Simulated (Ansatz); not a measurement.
BeSe:
```
CELL_PARAMETERS angstrom
      0.00000     2.56446     2.56446
      2.56446     0.00000     2.56446
      2.56446     2.56446     0.00000
ATOMIC_POSITIONS crystal
  Se 0.75000 0.75000 0.75000
  Be 0.00000 0.00000 0.00000
```

Relaxed with PBEsol. Special points in fractions of this cell's reciprocal vectors: Γ (0.000, 0.000, 0.000); X (0.500, 0.000, 0.500); U (0.625, 0.250, 0.625); K (0.375, 0.375, 0.750); L (0.500, 0.500, 0.500); W (0.500, 0.250, 0.750).

**Question.** List the band energies nearest the valence-band maximum at these points for plane-wave PAW PBEsol with spin–orbit coupling (Ansatz code).

**Answer.** In eV from the valence-band maximum; about four levels below and three above (degenerate sets whole), none deeper than 8.9 eV; points with the same levels are listed once.

```json
[
 {"k": "Γ", "below": "0.00 0.00 0.00 0.00", "above": "4.14 4.14 4.83 4.83"},
 {"k": "X", "below": "-2.94 -2.94 -2.75 -2.75", "above": "2.32 2.32 3.98 3.98"},
 {"k": "U", "below": "-4.31 -4.20 -2.40 -2.40", "above": "3.48 3.50 6.60"},
 {"k": "L", "below": "-1.36 -1.36 -1.11 -1.11", "above": "4.15 4.15 5.77 5.77"},
 {"k": "W", "below": "-4.15 -3.95 -3.51 -3.50", "above": "5.88 5.88 6.95 6.95"}
]
```

Space group F-43m (zinc blende). Symmetry was held in the PBEsol relaxation.

Potentials: the later of the program's two PAW sets.
